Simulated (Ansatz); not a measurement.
This cell of ZnO (wurtzite) is off equilibrium:

```yaml
crystal:
  lattice:
    - [3.22054, 0.00000, 0.00000]
    - [-1.61027, 2.78907, 0.00000]
    - [0.00000, 0.00000, 5.19825]
  atoms:
    - { symbol: Zn, position: [0.66667, 0.33333, 0.00214] }
    - { symbol: Zn, position: [0.33333, 0.66667, 0.50214] }
    - { symbol: O, position: [0.66667, 0.33333, 0.62306] }
    - { symbol: O, position: [0.33333, 0.66667, 0.12306] }
```

All values below come from PBE (plane waves to 420 eV, PAW, scalar-relativistic; Ansatz, a program for electronic structure). k mesh 12×12×6 (Γ-centred), Fermi-Dirac smearing 0.05 eV. E stands for the smeared free energy. Compression counts positive. The PAW data are Ansatz's earlier set. ZnO was relaxed with its symmetry unable to fall.

### Question
What is the stress tensor (GPa)?

### Answer
```
    8.0      0.0      0.0
    0.0      8.0      0.0
    0.0      0.0      8.0
```
The pressure, a third of the trace, is 8.0 GPa.

### Question
It is the relaxed cell scaled evenly to V/V₀ = 0.947, atoms relaxed where free. What is its energy relative to the relaxed cell?

### Answer
15.6 meV/atom.

(A scan under strain: stresses follow from slopes of the energy per volume, elastic moduli from its curvatures.)
